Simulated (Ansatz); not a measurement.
LiH:
```
CELL_PARAMETERS angstrom
      0.00000     1.95476     1.95476
      1.95476     0.00000     1.95476
      1.95476     1.95476     0.00000
ATOMIC_POSITIONS crystal
  Li 0.00000 0.00000 0.00000
  H  0.50000 0.50000 0.50000
```

Cartesian axes are those of the cell as given.

### Question
Give the high-frequency dielectric tensor and the Born effective charge tensors of the independent atoms from DFPT, LDA in the plane-wave PAW code Ansatz.

### Answer

ε∞:
```
4.98  0.00  0.00
0.00  4.98  0.00
0.00  0.00  4.98
```
Z* of atom 1 (Li), rows: field, columns: displacement, in e:
```
1.03  0.00  0.00
0.00  1.03  0.00
0.00  0.00  1.03
```
Z* of atom 2 (H), rows: field, columns: displacement, in e:
```
-1.03   0.00   0.00
 0.00  -1.03   0.00
 0.00   0.00  -1.03
```

Space group Fm-3m (rock salt). The cell was relaxed with LDA under the symmetry of its start.

Potentials: the later of the program's two PAW sets.
